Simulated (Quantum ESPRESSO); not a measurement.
pw.x input (Quantum ESPRESSO 7.5; PBEsol, PseudoDojo standard norm-conserving files, scalar-relativistic):

```
&CONTROL
  calculation = 'scf'
  pseudo_dir = './pseudo'
  outdir = './out'
  tprnfor = .true.
  tstress = .true.
/
&SYSTEM
  ibrav = 0
  nat = 3
  ntyp = 2
  ecutwfc = 84.0
  ecutrho = 336.0
  occupations = 'smearing'
  smearing = 'fd'
  degauss = 0.005
  nbnd = 26
/
&ELECTRONS
  conv_thr = 3e-10
/
ATOMIC_SPECIES
Ga 69.7230 Ga.upf
Pt 195.0840 Pt.upf
CELL_PARAMETERS angstrom
  0.000000000000   2.967920000000   2.967920000000
  2.967920000000   0.000000000000   2.967920000000
  2.967920000000   2.967920000000   0.000000000000
ATOMIC_POSITIONS crystal
Ga   0.750000000000   0.750000000000   0.750000000000
Ga   0.250000000000   0.250000000000   0.250000000000
Pt   0.000000000000   0.000000000000   0.000000000000
K_POINTS automatic
14 14 14 0 0 0
```

End of the output:

```
     total energy              =    -566.64527648 Ry
     estimated scf accuracy    <       0.00000187 Ry
     total energy              =    -566.64527705 Ry
     estimated scf accuracy    <       0.00000022 Ry
     total energy              =    -566.64527709 Ry
     estimated scf accuracy    <          8.6E-10 Ry
[...]
     the Fermi energy is    14.3402 ev
!    total energy              =    -566.64527709 Ry
     estimated scf accuracy    <          1.8E-10 Ry
     smearing contrib. (-TS)   =      -0.00133918 Ry
     internal energy E=F+TS    =    -566.64393791 Ry
     The total energy is F=E-TS. E is the sum of the following terms:
     one-electron contribution =    -201.60438980 Ry
     hartree contribution      =     135.53968371 Ry
     xc contribution           =    -130.24143846 Ry
     ewald contribution        =    -370.33779335 Ry
     convergence has been achieved in   9 iterations
     Forces acting on atoms (cartesian axes, Ry/au):
     atom    1 type  1   force =     0.00000000    0.00000000    0.00000000
     atom    2 type  1   force =     0.00000000    0.00000000    0.00000000
     atom    3 type  2   force =     0.00000000   -0.00000000   -0.00000000
     Total force =     0.000000     Total SCF correction =     0.000000
     Computing stress (Cartesian axis) and pressure
          total   stress  (Ry/bohr**3)                   (kbar)     P=       -8.22
  -0.00005591  -0.00000000  -0.00000000           -8.22       -0.00       -0.00
  -0.00000000  -0.00005591  -0.00000000           -0.00       -8.22       -0.00
  -0.00000000  -0.00000000  -0.00005591           -0.00       -0.00       -8.22
```

Spin-orbit coupling is not included.

Geometry of the Materials Project entry, not relaxed at this level.
